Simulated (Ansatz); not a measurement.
One crystal and one scan (scan of one atom of the cell) at two levels, PBE (plane waves to 420 eV, PAW, scalar-relativistic; Ansatz, a first-principles code) and r2SCAN (plane waves to 500 eV, PAW, scalar-relativistic; Ansatz), each from its own relaxed cell and on its own mesh. The cell shown is that of PBE.

Relaxed BAs (zinc blende):

```xyz
2
Lattice="0.0000 2.4047 2.4047 2.4047 0.0000 2.4047 2.4047 2.4047 0.0000" Properties=species:S:1:pos:R:3 pbc="T T T"
As     3.6070     3.6070     3.6070
B      0.0000     0.0000     0.0000
```

In this cell atom 1 (As, nearest neighbour B at 2.083 Å; its periodic images, 3.4 Å or more away, move with it) is moved by s along Cartesian x, unit vector (1.000, 0.000, 0.000); all other atoms and the cell stay fixed.

E stands for the smeared free energy. BAs was relaxed with its symmetry unable to fall. Both scans cover s from -0.210 to 0.210 Å.

ΔE (meV/cell), each from the undisplaced structure of its own level:

```
s (Å)   PBE    r2SCAN
------  ---  --------
-0.210  341       361
-0.168  221  withheld
-0.126  125       133
-0.084   56        59
-0.042   14        15
0.000     0         0
0.042    14        15
0.084    56        59
0.126   125       133
0.168   221  withheld
0.210   341       361
```

Question: Estimate the r2SCAN value at 0.168 from the PBE value there and the ratio of the two levels in the two nearest given rows on that side of the minimum.

Answer: At 0.210 and 0.126 the ratio r2SCAN/PBE averages 1.061, which gives 1.061 × 221 = 234 meV/cell. The calculation gives 234 meV/cell, +5.9 % against PBE.

(For displaced atoms, the force is minus the slope of the energy, and its curvature is a force constant, which sets phonon frequencies.)
